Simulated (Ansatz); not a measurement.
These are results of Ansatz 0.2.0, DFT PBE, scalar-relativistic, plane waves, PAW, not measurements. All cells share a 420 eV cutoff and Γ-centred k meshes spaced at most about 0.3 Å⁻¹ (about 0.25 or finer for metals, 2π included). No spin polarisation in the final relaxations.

These are static total energies at zero pressure.

Two forms of AsSe2 were relaxed alike.

A.

```
CELL_PARAMETERS angstrom
3.64797 0.00000 0.00000
-1.82398 3.15923 0.00000
0.00000 0.00000 6.57690
ATOMIC_POSITIONS crystal
As 0.00000 0.00000 0.00000
Se 0.66667 0.33333 0.23969
Se 0.33333 0.66667 0.76031
```

B.

```
CELL_PARAMETERS angstrom
0.00000 3.29267 3.29267
3.29267 0.00000 3.29267
3.29267 3.29267 0.00000
ATOMIC_POSITIONS crystal
As 0.00000 0.00000 0.00000
Se 0.25000 0.25000 0.25000
Se 0.75000 0.75000 0.75000
```

Question: Which would you expect to be lower, and how large is the difference?

Answer: A is lower, by 0.32 eV/atom. A has the cadmium iodide type, space group P-3m1 (No. 164), 25.3 Å³/atom and no gap on its mesh; B has the fluorite type, space group Fm-3m (No. 225), 23.8 Å³/atom and no gap. Counting Se atoms around As (those within 1.25 times the shortest such distance or 1.15 times the sum of covalent radii; the shortest distance is added where it is long for a bond), A has As 6 and B has As 8 from 2.9 Å. In A, As has 6 Se at 2.63 Å; Se has 3 As at 2.63 Å. In B, As is surrounded by 8 Se at 2.85 Å; Se is surrounded by 4 As at 2.85 Å and 6 Se at 3.29 Å. Both come from invented guesses.

Weakly bound directions are ill-defined at this level, which has no dispersion term (P-3m1), and this can change margins and order among such cells. In P-3m1, Fm-3m an odd number of electrons in the primitive cell allows no gap without spin; a larger cell or a magnetic state could open one. A magnetic state wasn't ruled out in cells without spin, among them P-3m1, Fm-3m. Cells relaxed within their symmetry can be saddle points.
